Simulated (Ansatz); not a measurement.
Input file for Ansatz (a first-principles code):

Ansatz 0.2 input:
```yaml
crystal:
  lattice:
    - [4.7685389862, 0.0, 0.0]
    - [0.0, 4.7685389862, 0.0]
    - [0.0, 0.0, 3.2113883159]
  atoms:
    - { symbol: Sn, position: [0.0, 0.0, 0.0] }
    - { symbol: Sn, position: [0.5, 0.5, 0.5] }
    - { symbol: O, position: [0.8063049381, 0.8063049381, 0.5] }
    - { symbol: O, position: [0.1936950619, 0.1936950619, 0.5] }
    - { symbol: O, position: [0.3063049381, 0.6936950619, 0.0] }
    - { symbol: O, position: [0.6936950619, 0.3063049381, 0.0] }
kpoints:
  mp_grid: { grid: [5, 5, 7] }
basis: { xc_grid: 2 }
hamiltonian:
  xc: pbesol
  pseudopotentials: { azcp: { folder: ./paw }, kind: paw }
scf:
  occupations: { method: fixed }
output:
  optics: { e_range: [0.0, 15.0], de: 0.05, sigma: 0.1, bands: { spectra_wanted_up_to: 12 eV } }
```

Output (shortened):

```
output.optics: the spectra are integrated over the Brillouin zone by k·p interpolation around the k-points, where levels, occupations, output.optics.sigma and …
Pseudopotential: Sn, paw, valence charge 14
Pseudopotential: O, paw, valence charge 6
Functional definition: PBEsol
Crystal: 6 atoms, lattice volume = 73.024 Å³
Basis set: ecut = 420 eV, 1435 PW (Γ), exchange–correlation on 64×64×48 points (8 copies of the dense FFT grid, shifted against one another)
Bands: 32, of which v1, the nominal top of the filled ones, is band 26 counted from 1 (25 counted from 0)
Symmetry: 16 space group operations
Space group: P42/mnm (ITA 136), of the structure as read, at distance tolerance 4.2e-5 Å
k-points: 24 of 175
SCF iter   1: F=—  HF=-14143.800684 eV  |F-HF|=—  |Δ(HF+E_count)|=         —  Δρ=6.91e-2  dr2=2.56e0  ethr=3.10e-3  ⟨swp⟩=4.1  Hψ=3013  notcnv=0  defer=94
preconditioner: auto → Resta (q_TF=auto, 2.578 Å⁻¹)
SCF iter   2: F=—  HF=-14143.302110 eV  |F-HF|=—  |Δ(HF+E_count)|=   4.99e-1  Δρ=3.48e-2  dr2=4.54e-1  ethr=3.10e-3  ⟨swp⟩=3.0  Hψ=1632  notcnv=0  defer=94
SCF iter   3: F=—  HF=-14143.241910 eV  |F-HF|=—  |Δ(HF+E_count)|=   6.02e-2  Δρ=1.03e-2  dr2=7.14e-2  ethr=8.73e-4  ⟨swp⟩=3.0  Hψ=1137  notcnv=0  defer=96
SCF iter   4: F=—  HF=-14143.235435 eV  |F-HF|=—  |Δ(HF+E_count)|=   6.47e-3  Δρ=1.92e-3  dr2=2.03e-3  ethr=1.37e-4  ⟨swp⟩=2.2  Hψ=1044  notcnv=0  defer=96
SCF iter   5: F=—  HF=-14143.237013 eV  |F-HF|=—  |Δ(HF+E_count)|=   1.58e-3  Δρ=6.72e-4  dr2=2.31e-4  ethr=3.90e-6  ⟨swp⟩=2.4  Hψ=1184  notcnv=0  defer=96
SCF iter   6: F=—  HF=-14143.237240 eV  |F-HF|=—  |Δ(HF+E_count)|=   2.27e-4  Δρ=8.61e-5  dr2=4.70e-6  ethr=4.45e-7  ⟨swp⟩=2.0  Hψ=1103  notcnv=0  defer=96
SCF iter   7: F=—  HF=-14143.237194 eV  |F-HF|=—  |Δ(HF+E_count)|=   4.61e-5  Δρ=1.30e-5  dr2=1.39e-7  ethr=9.05e-9  ⟨swp⟩=2.2  Hψ=1164  notcnv=0  defer=42
SCF iter   8: F=—  HF=-14143.237194 eV  |F-HF|=—  |Δ(HF+E_count)|=   1.20e-7  Δρ=2.42e-6  dr2=3.63e-9  ethr=2.68e-10  ⟨swp⟩=2.2  Hψ=1132  notcnv=0  defer=42
SCF iter  10: F=-14143.237194 eV  HF=-14143.237194 eV  |F-HF|=3.64e-12  |Δ(HF+E_count)|=  1.42e-10  Δρ=1.17e-7  dr2=5.51e-12  ethr=1.00e-12  ⟨swp⟩=10.0  Hψ=3281  notcnv=0
SCF 1 converged in 10 iterations: F = -14143.237194 eV  dr2 = 5.51e-12
NSCF: frozen V_eff on 24 k-points
Optics k sum: 0 of 24 k-points
Optics k sum: 2 of 24 k-points
Optics k sum: 3 of 24 k-points
Optics k sum: 4 of 24 k-points
Optics k sum: 5 of 24 k-points
Optics k sum: 6 of 24 k-points
Optics k sum: 8 of 24 k-points
Optics k sum: 9 of 24 k-points
Optics k sum: 10 of 24 k-points
Optics k sum: 11 of 24 k-points
Optics k sum: 12 of 24 k-points
Optics k sum: 14 of 24 k-points
Optics k sum: 15 of 24 k-points
Optics k sum: 16 of 24 k-points
Optics k sum: 17 of 24 k-points
Optics k sum: 18 of 24 k-points
Optics k sum: 20 of 24 k-points
Optics k sum: 21 of 24 k-points
Optics k sum: 22 of 24 k-points
Optics k sum: 23 of 24 k-points
Optics k sum: 24 of 24 k-points
Optics k sum: 0 of 24 k-points
Optics k sum: 2 of 24 k-points
Optics k sum: 3 of 24 k-points
Optics k sum: 4 of 24 k-points
Optics k sum: 5 of 24 k-points
Optics k sum: 6 of 24 k-points
Optics k sum: 8 of 24 k-points
Optics k sum: 9 of 24 k-points
Optics k sum: 10 of 24 k-points
Optics k sum: 11 of 24 k-points
Optics k sum: 12 of 24 k-points
Optics k sum: 14 of 24 k-points
Optics k sum: 15 of 24 k-points
Optics k sum: 16 of 24 k-points
Optics k sum: 17 of 24 k-points
Optics k sum: 18 of 24 k-points
Optics k sum: 20 of 24 k-points
Optics k sum: 21 of 24 k-points
Optics k sum: 22 of 24 k-points
Optics k sum: 23 of 24 k-points
Optics k sum: 24 of 24 k-points
NSCF: frozen V_eff on 1 k-points
NSCF: frozen V_eff on 1 k-points
NSCF: frozen V_eff on 1 k-points
NSCF: frozen V_eff on 1 k-points
NSCF: frozen V_eff on 1 k-points
output.optics: what the bands over the 48 summed would add to eps1, eps2 and the energy-loss function is held between a lower and an upper bound (8 Lanczos …
SCF converged after 10 iterations
Free energy (F): -14143.237194 eV
Harris-Foulkes:  -14143.237194 eV  (|F-HF|=3.64e-12)
Internal energy: -14143.237194 eV  (E = F + TS)
E sigma→0 (E₀):  -14143.237194 eV
Fermi energy:    9.128730 eV
--- Per-component energies (eV) ---
  E_band       = -133.930477
  E_kinetic    = 1015.110793
  E_local      = -3199.095580  (includes V_loc(G=0)·N_el)
  E_nonlocal   = 505.973075
  E_hartree    = 1449.464994
  E_xc         = -530.116149
  E_vxc        = -521.857293  (∫ρ·V_xc dr)
  E_paw        = -9229.312294  (= ΣΔE_a)
  E_vpaw       = -832.995468  (= ΣTr[D̂ρ^β])
  E_aug_tail   = 0.003907  (compensation charges beyond the density's cutoff)
  E_ewald      = -4155.976772
  E_core_change = 0.710831  (= ΣΔE_core)
  E_smearing   =  0.000000  (= −TS)
  E_closure    = 0.000000  (closes the sum)
  Σ components = -14143.237194   (vs F -14143.237194, Δ=0.00e0)
  [band-id]    e_kinetic+e_local+e_nonlocal+2·e_hartree+e_vxc+e_vpaw+e_augmentation_tail = -133.930577   (vs E_band -133.930477, Δ=-1.00e-4)
--- Band table (eV; the first three rows and the last of 24) ---
  k-point 0: bands = ["-11.8890", "-11.1502", "-10.9005", "-10.8770", "-10.8770", "-10.8002", "-10.7563", "-10.6725", "-10.6440", "-10.6440", "-9.6627", "-7.8322", "-7.8322", "-6.1037", "0.9769", "5.0717", "5.0717", "5.1823", "6.0437", "7.1018", "7.1723", …
  k-point 1: bands = ["-11.7968", "-11.0535", "-11.0535", "-11.0439", "-10.8655", "-10.8162", "-10.7486", "-10.6732", "-10.6685", "-10.6685", "-9.5511", "-7.5363", "-7.5363", "-6.2532", "0.9651", "5.0211", "5.2547", "5.2547", "5.8534", "6.1775", "6.9941", …
  k-point 2: bands = ["-11.5648", "-11.3830", "-11.3830", "-10.9442", "-10.7755", "-10.7679", "-10.7291", "-10.7125", "-10.7125", "-10.6770", "-9.1542", "-6.9302", "-6.9302", "-6.7274", "1.0346", "4.0213", "4.8671", "5.5868", "5.5868", "6.1049", "6.1049", …
  k-point 23: bands = ["-11.6930", "-11.6132", "-11.2095", "-11.0887", "-10.7509", "-10.7492", "-10.6915", "-10.6893", "-10.6643", "-10.6615", "-7.9751", "-7.7989", "-6.5428", "-6.4241", "1.2902", "1.4295", "4.3019", "4.3029", "5.3502", "6.4538", "6.6088", …
```

Cost: very roughly 30 core-seconds on shared cores.

Space group P4_2/mnm (rutile). Symmetry was held in the PBEsol relaxation. Scalar-relativistic: spin–orbit coupling is off unless named, which matters more the heavier the elements.

Potentials: the earlier of the program's two PAW sets.

Ansatz is a plane-wave DFT program.
